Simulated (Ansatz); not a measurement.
HfCo$_{2}$Si$_{2}$ in space group I4/mmm (No. 139; Hf on 2a, Co on 4d, Si on 4e), PBE (plane waves, PAW; program Ansatz), all energies at zero smearing, with the estimated change up to a 700 eV cutoff added, with one set of potentials and settings (totals compare only within such a set). Cell of 5 atoms (1 Hf, 2 Co, 2 Si): -27249.064 eV.

```json
[
 {"element": "Hf", "reference phase": "P6_3/mmc, 2 atoms in the cell", "E (eV/atom)": "-15721.3637"},
 {"element": "Co", "reference phase": "P6_3/mmc, 2 atoms in the cell, spin-polarised", "E (eV/atom)": "-5126.1559"},
 {"element": "Si", "reference phase": "Fd-3m, 2 atoms in the cell", "E (eV/atom)": "-635.8096"}
]
```

Formation energy per atom, worked out: (-27249.064 − 1×(-15721.3637) − 2×(-5126.1559) − 2×(-635.8096))/5 = -0.754 eV/atom (-73 kJ per mol of atoms), at 0 K, without zero-point energy or fitted corrections.

The workflow started from a Materials Project entry (that database holds measured and hypothetical structures alike); the Crystallography Open Database copy checked does not list it. Its standing as an ambient phase is unchecked. Symmetry was held in the PBE relaxation; whether a distortion lowers the energy is not shown. The run is not spin-polarised. The references are the lowest solids computed at this level, not always the standard phases. Scalar-relativistic: spin–orbit coupling is off unless named, which matters more the heavier the elements.

Potentials: the later of the program's two PAW sets.
